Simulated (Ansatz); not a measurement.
The elements of this relaxed trial sheet are hidden behind letters. Only a and b repeat, and vacuum parts the sheet from its images along c.

```
lattice vectors (Å)
   3.3345    0.0000    0.0000
   0.0000    3.3345    0.0000
   0.0000    0.0000   31.4781
fractional positions
X 0.0000 0.0000 0.2247
X 0.0000 0.0000 0.3471
Z 0.0000 0.5000 0.2246
Z 0.5000 0.0000 0.2246
Z 0.0000 0.5000 0.3473
Z 0.5000 0.0000 0.3473
```

These are results of DFT PBE+D3(BJ), scalar-relativistic, plane waves, PAW in Ansatz 0.2.0, not measurements. The final run on the 6-atom cell used 420 eV, a Γ-centred 12×12×1 mesh, 0.10 eV smearing and no spin polarisation.

| Item | Value |
| --- | --- |
| Layer group | p4/mmm (No. 61) |
| In-plane cell | a = 3.334 Å, b = 3.334 Å, γ = 90.0° |
| Area per atom | 1.85 Å² |
| Thickness between the outermost nuclei | 3.86 Å |
| Energy over the elements | −1.65 eV/atom |
| Gap on the 12×12×1 mesh of the 6-atom cell | 0 eV (a metal) |

Energies are uncorrected and count from the elements' standard states at the same level.

Question: X is a p-block element of period 3 and Z is a p-block element of period 2. Which elements are they?

Answer: X = Si, Z = O, so the formula is SiO2. Si at height 0.00 Å has 4 O at 1.67 Å; O at height 0.00 Å has 2 Si at 1.67 Å. Other elements may fit the hints; this set was computed.

Symmetry constrained the relaxation, so the result can be a saddle point.
